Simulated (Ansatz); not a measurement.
HfS₂:
Space group P-3m1 (No. 164); a = b = 3.606 Å, c = 5.768 Å, α = β = 90.00°, γ = 120.00°

```tsv
atom	site	symmetry	x	y	z
Hf	1a	-3m.	0.0000	0.0000	0.0000
S	2d	3m.	0.3333	0.6667	0.2525
```

Relaxed with PBE+D3(BJ).

### Question
Give the optical modes at the zone centre with their infrared and Raman activity from DFPT, plane-wave PAW PBE+D3(BJ) (Ansatz code).

### Answer
Transverse frequencies, without the LO–TO term; a row sums one degenerate level.

```
ω (cm⁻¹)  degeneracy  IR ((D/Å)²/amu)  Raman (Å⁴/amu)  activity  symmetry
--------  ----------  ---------------  --------------  --------  --------
150                2            43.91               0        IR        Eu
257                2             0.00             140     Raman        Eg
304                1             1.95               0        IR       A2u
331                1             0.00            1400     Raman       A1g
```

### Question
How high does the top mode go among those that the LO–TO term moves?

### Answer
300 cm⁻¹ for q along x, 300 cm⁻¹ for q along y, 322 cm⁻¹ for q along z.

Symmetry was held in the PBE+D3(BJ) relaxation; phonons on a q-mesh show no instability. No spin polarisation was allowed. Spin–orbit coupling is left out wherever it is not named.

Potentials: the later of the program's two PAW sets.
